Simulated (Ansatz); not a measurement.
Mo3Se4:
```
Mo3Se4
1.0
    4.86954     2.81143     3.78821
   -4.86954     2.81143     3.78821
    0.00000    -5.62287     3.78821
Mo Se
6 8
Direct
  0.58556   0.76423   0.45150
  0.41444   0.23577   0.54850
  0.45150   0.58556   0.76423
  0.54850   0.41444   0.23577
  0.76423   0.45150   0.58556
  0.23577   0.54850   0.41444
  0.77905   0.77905   0.77905
  0.22095   0.22095   0.22095
  0.87489   0.61346   0.26207
  0.12511   0.38654   0.73793
  0.26207   0.87489   0.61346
  0.73793   0.12511   0.38654
  0.61346   0.26207   0.87489
  0.38654   0.73793   0.12511
```

Relaxed with r²SCAN.

Q: Give the Bader charges and basin volumes of the independent atoms, plane-wave PAW r²SCAN (Ansatz code).

A: 

| atom | Bader charge (e) | Bader volume (Å³) |
|---|---|---|
| Mo1 | +0.88 | 14.0 |
| Se7 | -0.56 | 29.9 |
| Se9 | -0.69 | 27.8 |

Space group R-3. The workflow started from a Materials Project entry (that database holds measured and hypothetical structures alike); the Crystallography Open Database files this formula in space group No. 148, but the cells were not matched. Its standing as an ambient phase is unchecked. The cell was relaxed with r²SCAN under the symmetry of its start; whether a distortion lowers the energy is not shown. No spin polarisation was allowed.

Potentials: the later of the program's two PAW sets.
